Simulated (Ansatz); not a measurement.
AlNi, DFT, PBEsol, PAW with Ansatz's default frozen-core files, scalar-relativistic (Ansatz 0.2.0), run on 1 thread of Arm Neoverse V2 on a shared host.

The cell comes from COD entry 9008802, which wasn't checked; take it as a given geometry. The listed cell was then made from it by scaling, straining or moving an atom.

Command: `ansatz run input.yaml --threads 1 --pin off --max-ram 3072MiB --backend cpu --events-out ev --progress --plain --runs-dir out`

```yaml
crystal:
  lattice:
    - [2.82338, 0.0, 0.0]
    - [0.0, 2.82338, 0.0]
    - [0.0, 0.0, 2.881]
  atoms:
    - { symbol: Al, position: [0.0, 0.0, 0.0] }
    - { symbol: Ni, position: [0.5, 0.5, 0.5], spin: 1.5 }
magnetization:
  spin_polarized: true
kpoints:
  mp_grid: { grid: [13, 13, 13] }
scf:
  occupations: { method: fermi_dirac, width: 0.05 }
hamiltonian:
  xc: pbesol
  pseudopotentials: { kind: paw }
output:
  forces: true
  stress: true
  eigenvalues: true
  efg: { contact_densities: true }
  write_density: true
  write_potential: true
  elf: true
  volumetric_format: npy
```

How large is the problem that the program sets up?

196 irreducible k-points, 461 plane waves at Γ, 16 bands.

Estimate the wall time and the peak memory.

14 s of wall time for 11 SCF iterations, with a peak of 0.45 GiB. Times on shared machines scatter by tens of per cent.

And the same cell and mesh by crystal-made all-electron datasets, asked for forces, stress, eigenvalues, efg, on the same hardware?

55 s, peak memory 0.86 GiB.
